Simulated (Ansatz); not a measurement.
AlN (zinc blende, F-43m), plane-wave PAW PBE (Ansatz code), all energies at zero smearing, with the estimated change up to a 700 eV cutoff added, with one set of potentials and settings (totals compare only within such a set). Cell of 2 atoms (1 Al, 1 N): -924.220 eV.

```json
[
 {"element": "Al", "reference phase": "Fm-3m, 1 atoms in the cell", "E (eV/atom)": "-537.5055"},
 {"element": "N", "reference phase": "Pa-3, 8 atoms in the cell", "E (eV/atom)": "-384.0342"}
]
```

Formation energy per atom, worked out: (-924.220 − 1×(-537.5055) − 1×(-384.0342))/2 = -1.340 eV/atom (-129 kJ per mol of atoms), at 0 K, without zero-point energy or fitted corrections.

The PBE relaxation kept the symmetry of its start. The references are the lowest solids computed at this level, not always the standard phases (solids in place of the gases).

Potentials: the earlier of the program's two PAW sets.
